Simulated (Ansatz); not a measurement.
Starting cell, ZnSe (zinc blende):

```xyz
4
Lattice="0.0000 5.6661 5.6661 2.8330 0.0000 2.8330 2.8330 2.8330 0.0000" Properties=species:S:1:pos:R:3 pbc="T T T"
Se     4.2496     4.2496     4.2496
Se     4.2496     7.0826     7.0826
Zn     0.0000     0.0000     0.0000
Zn     2.8330     2.8330     5.6661
```

The atoms are displaced by Q × the pattern below (from a DFPT mode at L = (0.5, 0.0, 0.0), largest move 1; Q in Å), at fixed cell. It is one choice among 2 degenerate patterns. (q is in reciprocal vectors of the primitive cell; the cell shown is doubled to hold the pattern.)

| atom | x | y | z |
|---|---|---|---|
| Se1 | -0.248 | 0.453 | -0.701 |
| Se2 | 0.248 | -0.453 | 0.701 |
| Zn3 | 0.285 | -0.520 | 0.805 |
| Zn4 | -0.285 | 0.520 | -0.805 |

Computed with r2SCAN (plane waves to 500 eV, PAW, scalar-relativistic; Ansatz, an electronic-structure program). k mesh 5×10×10 (Γ-centred), Fermi-Dirac smearing 0.05 eV. The PAW data are Ansatz's earlier set. ZnSe was relaxed with its symmetry unable to fall. 

```
Q (Å)   −dE/dQ from forces (eV/Å)
------  -------------------------
-0.180                      0.543
-0.150                      0.444
-0.120                      0.349
-0.090                      0.258
-0.060                      0.171
-0.030                      0.085
0.000                       0.000
0.030                      -0.085
0.060                      -0.171
0.090                      -0.258
0.120                      -0.349
0.150                      -0.444
0.180                      -0.543
```

**Question.** What harmonic wavenumber does the curvature at Q = 0 give?

**Answer.** 55 cm⁻¹. E″ = 2.82 eV/Å², M = Σ mᵢ|uᵢ|² = 250.5 u, ν̃ = 521.5·√(|E″|/M).

(A displaced cell: forces are minus the slopes of the energy, force constants its curvatures, and phonons follow from these.)
